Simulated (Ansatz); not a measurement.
AgW:
```xyz
2
Lattice="3.1762 0.0000 0.0000 0.0000 3.1762 0.0000 0.0000 0.0000 3.1762" Properties=species:S:1:pos:R:3 pbc="T T T"
Ag     0.0000     0.0000     0.0000
W      1.5881     1.5881     1.5881
```

Relaxed with PBEsol. Special points in fractions of this cell's reciprocal vectors: Γ (0.000, 0.000, 0.000); X (0.000, 0.500, 0.000); M (0.500, 0.500, 0.000); R (0.500, 0.500, 0.500).

Q: List the band energies nearest the Fermi level at these points for DFT-PBEsol with spin–orbit coupling in the program Ansatz with PAW potentials.

A: In eV from the Fermi level; about four levels below and three above (degenerate sets whole), none deeper than 8.9 eV; points with the same levels are listed once.

```csv
k,below,above
Γ,-0.73 -0.73 -0.73 -0.73,2.39 2.39 2.39 2.39
X,-0.54 -0.54 -0.18 -0.18,1.88 1.88 3.74 3.74
M,-0.27 -0.27 -0.15 -0.15,0.32 0.32 2.02 2.02
R,-3.24 -3.24 -3.24 -3.24 -3.20 -3.20,3.51 3.51 3.51 3.51
```

Space group Pm-3m (CsCl type). The start of the workflow was typed in or built on a structure type; neither database checked (COD, Materials Project) lists it. Whether it is the stable phase at ambient conditions was not checked. The PBEsol relaxation kept the symmetry of its start. At this level the phase is mechanically unstable. The run is not spin-polarised. Its formation energy is positive at this level, so the cell may be metastable or incomplete.

Potentials: the earlier of the program's two PAW sets. The files were generated under PBE; for other functionals the program regenerates the frozen cores, and for LDA and PBEsol the local potential too.
